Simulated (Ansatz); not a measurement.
TiHg (space group P4/mmm)

```xyz
2
Lattice="2.9628 0.0000 0.0000 0.0000 2.9628 0.0000 0.0000 0.0000 4.0630" Properties=species:S:1:pos:R:3 pbc="T T T"
Ti     1.4814     1.4814     2.0315
Hg     0.0000     0.0000     0.0000
```

The slice is a (010) plane (indices of the conventional cell) through the point (0.500, 0.500, 0.500) (fractional), spanned by u = [100] and v = [001] in vectors of this cell: u (2.96 Å) and v (4.06 Å, at 90° to u). It covers one period; positions are fractions (u, v).

Level of theory: PBEsol (plane waves to 420 eV, PAW, scalar-relativistic; Ansatz, an electronic-structure program). k mesh 16×16×12. These are valence fields of a PAW run, semicore shells included where kept as valence: close to a nucleus they are smooth pseudo fields. Spin-orbit coupling is left out, though Hg is heavy. TiHg is run without spin polarisation. TiHg was relaxed with its symmetry unable to fall.

Three fields on this plane, each scaled to ten steps between its own extremes (0 low, 9 high; the total valence density on a logarithmic scale, the potential cut 8 eV below its top; x marks points blanked near nuclei; v = 0 in the bottom row):

Map A
```
|xxxxx954459xxxx|
|xxxxx854458xxxx|
|xxxxx644446xxxx|
|xxx8644334468xx|
|765444444444456|
|222234444443222|
|001234555543210|
|001234566543210|
|001245677654210|
|001245677654210|
|001245677654210|
|001234566543210|
|001234555543210|
|222234444443222|
|765444444444456|
|xxx8644334468xx|
|xxxxx644446xxxx|
|xxxxx854458xxxx|
|xxxxx954459xxxx|
|xxxxxx6446xxxxx|
```

Map B
```
|xxxxx547745xxxx|
|xxxxx348843xxxx|
|xxxxx259952xxxx|
|xxx2137997312xx|
|100125899852100|
|001256788765210|
|113466777766431|
|334566666666543|
|444555555555544|
|445555555555554|
|444555555555544|
|334566666666543|
|113466777766431|
|001256788765210|
|100125899852100|
|xxx2137997312xx|
|xxxxx259952xxxx|
|xxxxx348843xxxx|
|xxxxx547745xxxx|
|xxxxxx4774xxxxx|
```

Map C
```
|xxxxx035530xxxx|
|xxxxx046640xxxx|
|xxxxx257752xxxx|
|xxx0147887410xx|
|000246888864200|
|234567888876543|
|667778888887776|
|888888777788888|
|999987766778999|
|999987766778999|
|999987766778999|
|888888777788888|
|667778888887776|
|234567888876543|
|000246888864200|
|xxx0147887410xx|
|xxxxx257752xxxx|
|xxxxx046640xxxx|
|xxxxx035530xxxx|
|xxxxxx2552xxxxx|
```

### Question
Assign the maps to these fields: electron localisation function (ELF); valence electron density; electrostatic potential energy of an electron, from the cell's mean.

### Answer
A is the valence electron density; B is the electron localisation function (ELF); C is the electrostatic potential energy of an electron, from the cell's mean.
